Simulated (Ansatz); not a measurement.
**Notes on NaScCO5**

```
C O Sc Na
1.0
     4.82313    0.00000    0.00000
     0.00000   10.60772    0.00000
     0.00000    0.00000    4.33844
C O Sc Na
2 10 2 2
Cartesian
  0.0000 5.3039 1.9610
  2.4116 0.0000 2.3775
  1.2395 0.0000 3.0716
  3.6511 5.3039 1.2668
  3.5836 0.0000 3.0716
  1.1720 5.3039 1.2668
  0.0000 8.5074 1.0846
  2.4116 3.2035 3.2538
  0.0000 2.1003 1.0846
  2.4116 7.4042 3.2538
  2.4116 0.0000 1.0412
  0.0000 5.3039 3.2972
  0.0000 0.0000 1.0846
  2.4116 5.3039 3.2538
  0.0000 2.6519 3.2538
  2.4116 7.9558 1.0846
```

Method: r2SCAN, no spin polarisation; PAW, plane waves to 500 eV, 7×3×8 Γ-centred mesh, fermi-dirac occupations (width 0.1 eV) (Ansatz 0.2.0), atoms fixed.

Forces: The largest is on O3 (and as large on other atoms): 4.22 eV/Å, components (2.63, 0.08, -3.30). It makes 21° with the line to a nearest neighbour, C2 at 1.36 Å, pointing towards it.
Stress: The pressure is -13.4 GPa (compression positive), so with the atoms held at these fractions the cell would first shrink; the forces are large, so a full relaxation may end otherwise. The principal stresses -16.2, -16.0, -8.0 GPa differ, so its shape would change too.
At the Fermi level: It is a metal on this mesh, though the bands barely overlap, with about 21 states/eV a cell as the mean within 0.25 eV of the Fermi level, mostly O p (97 %).

Origin: a known structure type with other elements, at an estimated volume, so it need not be a known compound. Caveats: many states at the Fermi level without spin polarisation, so a magnetic state may lie lower; atoms or cell far from equilibrium.
